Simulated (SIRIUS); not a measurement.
**Sensitivity of a calculation on TiN (Fm-3m, 2 atoms in the cell; from Materials Project mp-492) to its settings**

```
TiN
1.0
    0.00000     2.12062     2.12062
    2.12062     0.00000     2.12062
    2.12062     2.12062     0.00000
Ti N
1 1
Direct
  0.00000   0.00000   0.00000
  0.50000   0.50000   0.50000
```

Base run A: PBE, PseudoDojo 0.5 standard norm-conserving PBE (tails mended) pseudopotentials in SIRIUS, self-consistent single point.

Its settings: parameters.ngridk = 12 12 12; parameters.xc_functionals = [XC_GGA_X_PBE, XC_GGA_C_PBE]; parameters.gk_cutoff = 9.165 1/bohr; parameters.pw_cutoff = 18.331 1/bohr; parameters.smearing = cold; parameters.smearing_width = 0.00999582 Ha; potentials = PseudoDojo 0.5 standard norm-conserving PBE (tails mended) pseudopotentials; parameters.electronic_structure_method = pseudopotential; parameters.num_bands = 13; parameters.num_mag_dims = 0; parameters.num_dft_iter = 100; parameters.energy_tol = 1e-07 Ha; parameters.density_tol = 1e-06; mixer.type = anderson; mixer.beta = 0.3; mixer.use_hartree = true.

The structure comes from a collection of computed structures, made at another level of theory; the collection holds predicted forms beside known ones.

ΔF is the free energy per atom less that of run A. 

A variant of run A gave: the free energy rises by 2.5 meV/atom and the pressure goes from 1.08 to 3.99 GPa.

Task: Name the change that produced these shifts.
A) lattice vector a scaled by 1.01
B) atom 1 moved by +0.04 angstrom along x
C) atom 1 moved by -0.04 angstrom along x
D) lattice vector a scaled by 0.99

Result: D, lattice vector a scaled by 0.99. That run gave: ΔF (meV/atom) 2.5; pressure (GPa) 3.99; largest force (eV/Å) 0.000; k-points 476; rough cost (cheapest run = 1) 10.

The base and the other variants:

```tsv
change	ΔF (meV/atom)	pressure (GPa)	largest force (eV/Å)	k-points	rough cost (cheapest run = 1)
base	0.00	1.08	0.000	72	1
lattice vector a scaled by 1.01	1.12	-1.65	0.000	476	6
atom 1 moved by -0.04 angstrom along x	4.2	1.33	0.417	163	3
atom 1 moved by +0.04 angstrom along x	4.2	1.33	0.417	163	3
```

“Tails mended”: in these copies of the files the far tail of each local potential was reset to the Coulomb form.
